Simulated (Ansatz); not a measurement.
TaRu (rock salt, Fm-3m) at seven volumes, the program Ansatz at the PBEsol level (PAW), scaled uniformly. One row is withheld.

```csv
V (Å³/atom),P (GPa)
15.510,25.25
16.021,15.45
16.532,7.11
17.044,0.00
17.555,-6.06
18.066,?
18.578,-15.62
```

### Question
Fit the shown pressures and predict the withheld one.

### Answer
Third-order Birch–Murnaghan: P = (3/2)B₀(x^(7/2) − x^(5/2))[1 + (3/4)(B′ − 4)(x − 1)] with x = (V₀/V)^(2/3). Least squares on the six rows gives V₀ = 17.044 Å³/atom, B₀ = 218.3 GPa, B′ = 4.32. At V = 18.066, x = 0.9619 and P = -11.21 GPa. The run itself gave -11.22 GPa.

The start of the workflow was typed in or built on a structure type; neither database checked (COD, Materials Project) lists it. COD files the formula under space group No. 123, 221. Whether it is the stable phase at ambient conditions was not checked. The cell was relaxed with PBEsol under the symmetry of its start. At this level the phase is mechanically unstable. The run is not spin-polarised. Its formation energy is positive at this level, so the cell may be metastable or incomplete. Scalar-relativistic: spin–orbit coupling is off unless named, which matters more the heavier the elements.

Potentials: the earlier of the program's two PAW sets. The files were generated under PBE; for other functionals the program regenerates the frozen cores, and for LDA and PBEsol the local potential too.
